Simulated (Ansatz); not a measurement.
Lu$_{3}$InN:
```yaml
crystal:
  lattice:
    - [4.61816, 0.00000, 0.00000]
    - [0.00000, 4.61816, 0.00000]
    - [0.00000, 0.00000, 4.61816]
  atoms:
    - { symbol: In, position: [0.00000, 0.00000, 0.00000] }
    - { symbol: Lu, position: [0.50000, 0.50000, 0.00000] }
    - { symbol: Lu, position: [0.00000, 0.50000, 0.50000] }
    - { symbol: Lu, position: [0.50000, 0.00000, 0.50000] }
    - { symbol: N, position: [0.50000, 0.50000, 0.50000] }
```

Relaxed with PBEsol.

Q: Give the Bader charges and basin volumes of the independent atoms, plane-wave PAW PBEsol (Ansatz code).

A: 

| atom | Bader charge (e) | Bader volume (Å³) |
|---|---|---|
| In1 | -1.84 | 34.4 |
| Lu2 | +1.27 | 16.8 |
| N5 | -1.96 | 13.6 |

Space group Pm-3m (anti-perovskite). The workflow started from an entry of the Crystallography Open Database (COD). Whether it is the stable phase at ambient conditions was not checked. Symmetry was held in the PBEsol relaxation; its stability against distortions is not shown here. Spin–orbit coupling is left out wherever it is not named.

Potentials: the later of the program's two PAW sets.
